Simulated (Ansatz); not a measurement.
LiCSN:
```
CELL_PARAMETERS angstrom
     12.01445     0.00000     0.00000
      0.00000     3.53372     0.00000
      0.00000     0.00000     5.10511
ATOMIC_POSITIONS crystal
  Li 0.90795 0.25000 0.46993
  Li 0.09205 0.75000 0.53007
  Li 0.59205 0.75000 0.96993
  Li 0.40795 0.25000 0.03007
  C  0.61100 0.25000 0.40199
  C  0.38900 0.75000 0.59801
  C  0.88900 0.75000 0.90199
  C  0.11100 0.25000 0.09801
  S  0.68852 0.25000 0.65977
  S  0.31148 0.75000 0.34023
  S  0.81148 0.75000 0.15977
  S  0.18852 0.25000 0.84023
  N  0.55580 0.25000 0.20992
  N  0.44420 0.75000 0.79008
  N  0.94420 0.75000 0.70992
  N  0.05580 0.25000 0.29008
```

Relaxed with LDA. Special points in fractions of this cell's reciprocal vectors: Γ (0.000, 0.000, 0.000); X (0.500, 0.000, 0.000); S (0.500, 0.500, 0.000); Y (0.000, 0.500, 0.000); Z (0.000, 0.000, 0.500); U (0.500, 0.000, 0.500); R (0.500, 0.500, 0.500); T (0.000, 0.500, 0.500).

**Question.** List the band energies nearest the valence-band maximum at these points for LDA in the plane-wave PAW code Ansatz.

**Answer.** In eV from the valence-band maximum; about four levels below and three above (degenerate sets whole), none deeper than 8.9 eV; points with the same levels are listed once.

| k | below | above |
|---|---|---|
| Γ | -0.62 -0.54 -0.11 0.00 | 3.52 4.03 4.09 |
| X | -0.58 -0.58 -0.05 -0.05 | 3.99 3.99 4.11 4.11 |
| S | -1.65 -1.65 -1.65 -1.65 | 3.22 3.22 3.22 3.22 |
| Y | -1.85 -1.85 -1.57 -1.57 | 3.14 3.14 3.32 3.32 |
| Z | -0.83 -0.83 -0.39 -0.39 | 3.23 3.23 3.47 3.47 |
| U | -0.82 -0.82 -0.39 -0.39 | 3.21 3.21 3.48 3.48 |
| R | -0.80 -0.80 -0.80 -0.80 | 3.36 3.36 3.36 3.36 |
| T | -1.00 -1.00 -0.59 -0.59 | 3.30 3.30 3.40 3.40 |

Space group Pnma. The workflow started from a Materials Project entry (that database holds measured and hypothetical structures alike); the Crystallography Open Database copy checked does not list it. Its standing as an ambient phase is unchecked. Symmetry was held in the LDA relaxation; whether a distortion lowers the energy is not shown.

Potentials: the later of the program's two PAW sets.
